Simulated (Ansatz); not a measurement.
NbSiO in space group P4/nmm (No. 129; Nb on 2c, Si on 2a, O on 2c) at seven volumes, r²SCAN in the plane-wave PAW code Ansatz, shape and atoms relaxed at each. One row is withheld.

```tsv
V (Å³/atom)	P (GPa)
11.159	?
11.527	14.57
11.895	6.68
12.263	0.00
12.631	-5.64
12.999	-10.38
13.366	-14.32
```

Q: Fit the shown pressures and predict the withheld one.

A: Third-order Birch–Murnaghan: P = (3/2)B₀(x^(7/2) − x^(5/2))[1 + (3/4)(B′ − 4)(x − 1)] with x = (V₀/V)^(2/3). Least squares on the six rows gives V₀ = 12.262 Å³/atom, B₀ = 203.7 GPa, B′ = 4.71. At V = 11.159, x = 1.0649 and P = 23.99 GPa. The run itself gave 23.86 GPa.

The start of the workflow was typed in or built on a structure type; neither database checked (COD, Materials Project) lists it. Its standing as an ambient phase is unchecked. The cell was relaxed with r²SCAN under the symmetry of its start; whether a distortion lowers the energy is not shown. The workflow began spin-polarised and lost its moments.

Potentials: the later of the program's two PAW sets.
